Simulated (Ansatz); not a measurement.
One crystal and one scan (energy against volume) at two levels, PBE (plane waves to 420 eV, PAW, scalar-relativistic; Ansatz, a quantum-chemistry and plane-wave program) and PBEsol (plane waves to 420 eV, PAW, scalar-relativistic; Ansatz), each from its own relaxed cell and on its own mesh. The cell shown is that of PBE.

LaHg (CsCl type)

```
CELL_PARAMETERS angstrom
      3.91532     0.00000     0.00000
      0.00000     3.91532     0.00000
      0.00000     0.00000     3.91532
ATOMIC_POSITIONS crystal
  La 0.50000 0.50000 0.50000
  Hg 0.00000 0.00000 0.00000
```

Equation-of-state scan: isotropic scaling of the cell above, V₀ being its volume. Symmetry pins the atoms to their sites.

E stands for the smeared free energy. LaHg is run without spin polarisation. LaHg was relaxed with its symmetry unable to fall. Spin-orbit coupling is left out, though Hg is heavy. Percentages come from the unrounded values. Both scans cover V/V₀ from 0.900 to 1.100.

| quantity | PBE | PBEsol | PBE − PBEsol |
|---|---|---|---|
| Lattice constant a (Å) | 3.915 | 3.837 | +0.078 (+2.0 %) |
| Pressure at the smallest volume (GPa) | 6.6 | 7.7 | -1.1 (-14 %) |
| Energy cost of the largest compression (meV/atom) | 56 | 62 | -6 (-9 %) |
| Energy cost of the largest expansion (meV/atom) | 39 | 43 | -4 (-9 %) |
| Bulk modulus B₀ (third-order Birch-Murnaghan fit) (GPa) | 49.5 | 57.6 | -8.1 (-14 %) |
| Pressure derivative B₀′ (fit) | 4.5 | 4.5 | 0.0 |
| Pressure for 5 % compression (fit) (GPa) | 2.8 | 3.3 | -0.5 (-14 %) |

PBE gives the higher value for: lattice constant a. PBE gives the lower value for: pressure at the smallest volume; energy cost of the largest compression; energy cost of the largest expansion; bulk modulus B₀; pressure for 5 % compression.

ΔE (meV/atom), each from the relaxed starting cell of its own level:

```csv
V/V₀,PBE,PBEsol
0.900,56,62
0.920,35,38
0.940,19,20
0.960,8,9
0.980,2,2
1.000,0,0
1.020,2,2
1.040,7,8
1.060,15,16
1.080,26,28
1.100,39,43
```

(A scan under strain: stresses follow from slopes of the energy per volume, elastic moduli from its curvatures.)
